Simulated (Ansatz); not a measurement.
HfMo2 (cubic Laves (MgCu2 type), Fd-3m) at seven volumes, DFT-r²SCAN in the program Ansatz with PAW potentials, scaled uniformly. One row is withheld.

```
V (Å³/atom)  P (GPa)
-----------  -------
16.309         23.23
16.847         14.34
17.384          6.65
17.922          0.00
18.460         -5.76
18.997        -10.73
19.535             ?
```

Fit the shown pressures and predict the withheld one.

Third-order Birch–Murnaghan: P = (3/2)B₀(x^(7/2) − x^(5/2))[1 + (3/4)(B′ − 4)(x − 1)] with x = (V₀/V)^(2/3). Least squares on the six rows gives V₀ = 17.922 Å³/atom, B₀ = 205.9 GPa, B′ = 3.80. At V = 19.535, x = 0.9442 and P = -15.06 GPa. The run itself gave -15.01 GPa.

The workflow started from an entry of the Crystallography Open Database (COD). Whether it is the stable phase at ambient conditions was not checked. The r²SCAN relaxation kept the symmetry of its start; its stability against distortions is not shown here. The run is not spin-polarised. Scalar-relativistic: spin–orbit coupling is off unless named, which matters more the heavier the elements.

Potentials: the later of the program's two PAW sets.
